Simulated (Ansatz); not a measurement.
# SnO: how the free axis answers a strain

SnO, P4/nmm, a = 3.808 Å, c = 4.936 Å. Ansatz: r2SCAN, PAW, 500 eV, Γ-centred 10×10×8 mesh on 4 atoms, Gaussian smearing 0.01 eV; no spin polarisation. Series: biaxial strain in the a-b plane, c and atoms relaxed; x is the strain in per cent. y is the change of c in per cent of 4.936 Å.

```tsv
x (%)	y (%)
-6.0	?
-4.0	5.55
-2.0	2.19
0.0	0.00
2.0	-1.63
4.0	-3.12
6.0	-4.64
```

**Question.** Fit y = c1 x + c2 x² to the other rows, say what c1 measures, and predict the missing y.

**Answer.** Least squares on the rows shown. y = −1.093 x + 0.05993 x². With no stress along c, c1 = −2C13/C33 = -1.093. With a term in x³ added, the coefficient of x becomes -0.9450, 14 % less, which shows how far this figure hangs on the form. At x = -6.0 the fit asked for gives 8.72 %. The run gave 12.19 %, so the fit is 3.47 % too low, 21 % of the span of the series, against an rms of 0.26 % on the fitted rows. The row lies outside the fitted range. With a term in x³ added, a fit to the same known rows predicts 10.19 %, which recovers part of the miss; the known rows don't hold the rest.